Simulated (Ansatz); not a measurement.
A: SnTe (rock salt), a = b = c = 6.4093 Å, α = β = γ = 90.00°
B: Ca (fcc, Cu type), a = b = c = 5.5264 Å, α = β = γ = 90.00°
C: MnSi (FeSi type, space group P2_13), a = b = c = 4.518 Å, α = β = γ = 90.00°

Scan: energy against volume (even scaling of the relaxed cell, symmetry kept). One method and one kind of scan serve all of them; meshes and ranges differ. All were relaxed with their symmetry unable to fall. Relaxed MnSi ends ferromagnetic. Spin-orbit coupling is left out. The PAW data are Ansatz's earlier set. Other magnetic orders were not checked, so this need not be the ground state. (This holds for the magnetic or f-shell members.)

**Question.** Order them by bulk modulus (fitted) (lowest first) at the level PBE (plane waves to 420 eV, PAW, scalar-relativistic; Ansatz, a first-principles code).

**Answer.** B (17.4 GPa), A (40.5 GPa), C (205 GPa)

(A scan under strain: stresses follow from slopes of the energy per volume, elastic moduli from its curvatures.)
